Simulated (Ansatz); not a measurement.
HgS in space group P3_221 (No. 154; Hg on 3a, S on 3b), LDA in the plane-wave PAW code Ansatz. The conduction-band minimum lies at Γ, with 1 equivalent valley. Second derivatives d²E/dk² of the lowest band at one valley (eV·Å²), along Cartesian directions:

```csv
direction,d²E/dk²
[100],4.960
[010],4.960
[001],18.84
[110],4.960
[101],11.90
[011],11.90
```

Problem. Find the principal effective masses, the density-of-states mass and the conductivity mass.

Solution. Off-diagonal terms follow from H_xy = H[110] − (H_xx + H_yy)/2, and m*/mₑ = 7.620 eV·Å² over each eigenvalue: 0.40, 1.5, 1.5. One valley's DOS mass (m₁m₂m₃)^(1/3) = 0.98, conductivity mass 3/(Σ 1/mᵢ) = 0.79 mₑ.

Problem. What effective density of states Nc follows at 300 K for parabolic valleys?

Solution. Nc = 2.509e19 × 1 × (0.98)^(3/2) ≈ 2.4e19 cm⁻³.

Symmetry was held in the LDA relaxation. A crystal of weakly bound chains computed without a dispersion correction: the cell and the soft elastic constants depend strongly on that. Spin–orbit coupling is left out wherever it is not named.

Potentials: the later of the program's two PAW sets.

Edges and masses are those of Kohn–Sham bands, whose gap is no quasiparticle gap.
